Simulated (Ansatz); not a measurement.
Relaxed HgTe (zinc blende):

```yaml
crystal:
  lattice:
    - [0.00000, 6.65069, 6.65069]
    - [3.32535, 0.00000, 3.32535]
    - [3.32535, 3.32535, 0.00000]
  atoms:
    - { symbol: Te, position: [0.37500, 0.75000, 0.75000] }
    - { symbol: Te, position: [0.87500, 0.75000, 0.75000] }
    - { symbol: Hg, position: [0.00000, 0.00000, 0.00000] }
    - { symbol: Hg, position: [0.50000, 0.00000, 0.00000] }
```

In this cell atom 2 (Te, nearest neighbour Hg at 2.880 Å; its periodic images, 4.7 Å or more away, move with it) is moved by s along Cartesian z, unit vector (0.000, 0.000, 1.000); all other atoms and the cell stay fixed.

All values below come from PBE (plane waves to 420 eV, PAW, scalar-relativistic; Ansatz, a program for electronic structure). k mesh 5×10×10 (Γ-centred), Fermi-Dirac smearing 0.05 eV. Energies are smeared free energies. With partly filled bands, energies and forces of such displacements shift with the k mesh and the smearing. F⊥ is the part of the force across the line. At this level the bands of HgTe touch or barely overlap. HgTe was relaxed with its symmetry unable to fall. Spin-orbit coupling is left out, though Hg and Te are heavy. The PAW data are Ansatz's earlier set. The relaxed volume of HgTe is well above the measured one; the method has no dispersion term. The zero of ΔE is the undisplaced structure.

Task: Estimate the ΔE (meV/cell) and |F⊥| (eV/Å) for s (Å) = -0.232, -0.116, -0.058, 0.174, 0.290.

Result: 
```json
[
 {"s (Å)": "-0.232", "ΔE (meV/cell)": "105", "|F⊥| (eV/Å)": "0.145"},
 {"s (Å)": "-0.116", "ΔE (meV/cell)": "26", "|F⊥| (eV/Å)": "0.074"},
 {"s (Å)": "-0.058", "ΔE (meV/cell)": "6", "|F⊥| (eV/Å)": "0.037"},
 {"s (Å)": "0.174", "ΔE (meV/cell)": "57", "|F⊥| (eV/Å)": "0.114"},
 {"s (Å)": "0.290", "ΔE (meV/cell)": "156", "|F⊥| (eV/Å)": "0.186"}
]
```

(For displaced atoms, the force is minus the slope of the energy, and its curvature is a force constant, which sets phonon frequencies.)
